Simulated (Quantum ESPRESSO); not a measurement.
## Kohn-Sham bands of Li3Bi (Fm-3m)

```
CELL_PARAMETERS angstrom
      0.00000     3.34550     3.34550
      3.34550     0.00000     3.34550
      3.34550     3.34550     0.00000
ATOMIC_POSITIONS crystal
  Li 0.75000 0.75000 0.75000
  Li 0.25000 0.25000 0.25000
  Li 0.50000 0.50000 0.50000
  Bi 0.00000 0.00000 0.00000
```

Structure: Materials Project mp-23222, symmetrised, not relaxed again. Not found in the COD (Crystallography Open Database) copy used; not checked further. Computed values, not measurements, from PBEsol: Quantum ESPRESSO (norm-conserving PseudoDojo potentials, cutoff 60 Ry, spinors with spin-orbit coupling) on a Γ-centred 6×6×6 mesh, then Wannier90. Density: 12×12×12 mesh, cold smearing 0.01 Ry.

**Question.** List the Kohn-Sham levels between −8 and 3.0 eV relative to the Fermi level at the high-symmetry points, as a band run of pw.x on that density gives them (levels within 2 meV counted together).

**Answer.** 
| point | k (reciprocal lattice) | levels (eV) |
|---|---|---|
| Γ | 0.000 0.000 0.000 | -1.92 (×2), 0.10 (×4), 0.55 (×2), 2.43 (×4), 2.51 (×2) |
| X | 0.500 0.000 0.500 | -4.20 (×2), -2.90 (×2), -2.34 (×2), -0.08 (×2), 2.43 (×2) |
| U | 0.625 0.250 0.625 | -4.10 (×2), -3.25 (×2), -2.21 (×2), 0.71 (×2) |
| K | 0.375 0.375 0.750 | -4.10 (×2), -3.25 (×2), -2.21 (×2), 0.71 (×2) |
| L | 0.500 0.500 0.500 | -4.51 (×2), -1.75 (×2), -0.64 (×2), 1.15 (×2), 1.63 (×2), 1.70 (×2) |
| W | 0.500 0.250 0.750 | -4.05 (×2), -3.08 (×2), -2.83 (×2), 1.87 (×2), 2.69 (×2) |
